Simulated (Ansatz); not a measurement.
AlN (zinc blende)

```yaml
crystal:
  lattice:
    - [0.00000, 2.18491, 2.18491]
    - [2.18491, 0.00000, 2.18491]
    - [2.18491, 2.18491, 0.00000]
  atoms:
    - { symbol: N, position: [0.75000, 0.75000, 0.75000] }
    - { symbol: Al, position: [0.00000, 0.00000, 0.00000] }
```

The slice is a {111} plane (indices of the conventional cell) through the point (0.750, 0.750, 0.750) (fractional), spanned by u = [100] and v = [-1 2 0] in vectors of this cell: u (3.09 Å) and v (5.35 Å, at 90° to u). It covers one period; positions are fractions (u, v).

Computed with r2SCAN (plane waves to 500 eV, PAW, scalar-relativistic; Ansatz, a first-principles code). k mesh 13×13×13. These are valence fields of a PAW run, semicore shells included where kept as valence: close to a nucleus they are smooth pseudo fields. AlN was relaxed with its symmetry unable to fall.

Question: Sketch the electron localisation function (ELF) on this plane as a map.

Answer: 
```
|xx89862126898x|
|88987410147898|
|99986300036899|
|99863100013689|
|98631000001368|
|43211122211123|
|00023556553200|
|00257888887520|
|00589999999850|
|02799987899972|
|138998xxx89983|
|137997xxx79973|
|126898xxx89862|
|01478988898741|
|00368999998630|
|00136899986310|
|00013689863100|
|22111234321112|
|65532000002355|
|88875200025788|
|99998500058999|
|78999720279998|
|xx89983138998x|
|xx79973137997x|
```
Scale: ten equal steps from 0.02 (start of '0') to 0.87 (end of '9'), in the order '0123456789'. Values: electron localisation function (ELF). The map has 14 points along u (one character each, u = 0 at the left) and 24 along v (v = 0 in the bottom row). Points within 0.4 Å of a nucleus are blanked (x), as the pseudised field means little there.
